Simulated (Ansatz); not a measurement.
HfO2 (tetragonal-ZrO2 type, space group P4_2/nmc)

```yaml
crystal:
  lattice:
    - [7.20885, 0.00000, 0.00000]
    - [3.60443, 3.60443, 0.00000]
    - [0.00000, 0.00000, 5.26427]
  atoms:
    - { symbol: Hf, position: [0.00000, 0.00000, 0.00000] }
    - { symbol: Hf, position: [0.50000, 0.00000, 0.00000] }
    - { symbol: Hf, position: [0.00000, 0.50000, 0.50000] }
    - { symbol: Hf, position: [0.50000, 0.50000, 0.50000] }
    - { symbol: O, position: [0.75000, 0.50000, 0.19324] }
    - { symbol: O, position: [0.25000, 0.50000, 0.19324] }
    - { symbol: O, position: [0.75000, 0.50000, 0.69324] }
    - { symbol: O, position: [0.25000, 0.50000, 0.69324] }
    - { symbol: O, position: [0.25000, 0.00000, 0.30676] }
    - { symbol: O, position: [0.75000, 0.00000, 0.30676] }
    - { symbol: O, position: [0.25000, 0.00000, 0.80676] }
    - { symbol: O, position: [0.75000, 0.00000, 0.80676] }
```

A phonon eigenvector at M = (0.5, 0.5, 0.0) is frozen into this cell: atom i moves by Q times the vector below, so Q is the largest atomic displacement, in Å. The cell is held. It is one choice among 2 degenerate patterns. (q is in reciprocal vectors of the primitive cell; the cell shown is doubled to hold the pattern.)

```json
[
 {"atom": "O5", "x": "-0.120", "y": "0.478", "z": "0.000"},
 {"atom": "O6", "x": "0.120", "y": "-0.478", "z": "0.000"},
 {"atom": "O7", "x": "0.058", "y": "-0.998", "z": "0.000"},
 {"atom": "O8", "x": "-0.058", "y": "0.998", "z": "0.000"},
 {"atom": "O9", "x": "-0.998", "y": "0.058", "z": "0.000"},
 {"atom": "O10", "x": "0.998", "y": "-0.058", "z": "0.000"},
 {"atom": "O11", "x": "0.478", "y": "-0.120", "z": "0.000"},
 {"atom": "O12", "x": "-0.478", "y": "0.120", "z": "0.000"}
]
```

Atoms not listed stay in place.

Computed with PBE (plane waves to 420 eV, PAW, scalar-relativistic; Ansatz, a first-principles code). k mesh 9×9×6 (Γ-centred), Fermi-Dirac smearing 0.05 eV. HfO2 is run without spin polarisation. HfO2 was relaxed with its symmetry unable to fall. Spin-orbit coupling is left out, though Hf is heavy. This is a high-temperature form of HfO2.

At one point of the scan the forces (eV/Å) are:

```json
[
 {"atom": "Hf1", "Fx": "0.000", "Fy": "0.000", "Fz": "0.000"},
 {"atom": "Hf2", "Fx": "0.000", "Fy": "0.000", "Fz": "0.000"},
 {"atom": "Hf3", "Fx": "0.000", "Fy": "0.000", "Fz": "0.000"},
 {"atom": "Hf4", "Fx": "0.000", "Fy": "0.000", "Fz": "0.000"},
 {"atom": "O5", "Fx": "0.036", "Fy": "-0.257", "Fz": "0.372"},
 {"atom": "O6", "Fx": "-0.036", "Fy": "0.257", "Fz": "0.372"},
 {"atom": "O7", "Fx": "-0.017", "Fy": "0.429", "Fz": "-0.036"},
 {"atom": "O8", "Fx": "0.017", "Fy": "-0.429", "Fz": "-0.036"},
 {"atom": "O9", "Fx": "0.429", "Fy": "-0.017", "Fz": "0.036"},
 {"atom": "O10", "Fx": "-0.429", "Fy": "0.017", "Fz": "0.036"},
 {"atom": "O11", "Fx": "-0.257", "Fy": "0.036", "Fz": "-0.372"},
 {"atom": "O12", "Fx": "0.257", "Fy": "-0.036", "Fz": "-0.372"}
]
```

Which point is it?
A. Q = 0.060 Å
B. Q = 0.090 Å
C. Q = 0.150 Å
D. Q = 0.180 Å

D, Q = 0.180 Å

(For displaced atoms, the force is minus the slope of the energy, and its curvature is a force constant, which sets phonon frequencies.)
